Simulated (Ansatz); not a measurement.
CH in its lowest state found on the top face of a (100) slab of Au (Fm-3m (No. 225)), 4 planes, outer planes Au (top) and Au (bottom); 1 a cell of 8.50 Å², its atoms last:

```xyz
6
Lattice="2.9162 0.0000 0.0000 0.0000 2.9162 0.0000 0.0000 0.0000 26.2862" Properties=species:S:1:pos:R:3 pbc="T T T"
Au    1.4581    1.4581    8.5000
Au    0.0000    0.0000   10.5621
Au    1.4581    1.4581   12.5967
Au    0.0000    0.0000   15.3225
C     1.4581    1.4581   15.8503
H     1.4581    1.4581   16.9432
```

The calculation used DFT r2SCAN, scalar-relativistic, plane waves, PAW (Ansatz). Cutoff 500 eV; k points 10×10×1 on the computed 6-atom cell (Γ-centred); Gaussian smearing, width 0.10 eV; no spin polarisation. A dipole correction removes the field between periodic images along c.

The clean top face has a work function of 4.97 eV. Adsorption changes the slab's dipole along +c by Δp = +0.0908 e·Å a cell (+0.44 D an adsorbate).

Q: What change of work function does the Helmholtz equation give?

A: A sheet of dipoles makes a step in an electron's potential energy of −e·Δp/(ε0·A), and e/ε0 = 180.95 eV·Å for Δp in e·Å: −180.95 × (0.0908)/8.50 = -1.93 eV. This is the change of φ(top) − φ(bottom). If the bottom face is unmoved, φ(top) becomes 3.03 eV.

Q: How does that compare with the calculation?

A: φ(top) changes by -1.91 eV and φ(bottom) by +0.02 eV, so their difference changes by -1.93 eV. The bottom face hardly moves.

Q: What does the sign say about the electrons?

A: The change of dipole points out of the surface, so the work function falls. The molecule's own dipole can set this sign. Δp also holds the adsorbate's own dipole and the moves of the surface atoms, so it isn't a charge transfer alone.

Spin-orbit coupling is left out, which matters for the bands of heavy elements.